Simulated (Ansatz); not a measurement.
Relaxed candidate structures of LaSi2:

A. I4₁/amd, origin choice 1 (No. 141), tI12; a = 4.257 Å, b = 4.257 Å, c = 13.896 Å, α = 90.00°, β = 90.00°, γ = 90.00°; La 4b (0.000, 0.000, 0.500); Si 8e (0.000, 0.000, 0.085)

B. Fd-3m, origin choice 1 (No. 227), cF24, cubic Laves (MgCu2 type); a = b = c = 7.704 Å, α = β = γ = 90.00°; La 8b (0.500, 0.500, 0.500); Si 16c (0.125, 0.125, 0.125)

Problem. Order them by energy per atom (lowest first) at the level PBEsol (plane waves to 420 eV, PAW, scalar-relativistic; Ansatz, a quantum-chemistry and plane-wave program).

Solution. A (reference, the lowest of the structures calculated here), B (+0.25 eV/atom)

Each run could gain symmetry but not lose that of its start, so entries can be saddle points. From databases, or of a type measured for this composition: I4₁/amd, tI12; the others are generated cells (placed on structure types, drawn at random, substituted or restacked) that were not matched to a known phase here. Static energies at zero pressure. Each cell has its own k-point mesh; energy differences are given only to the digits this allows. No spin polarisation in the result.
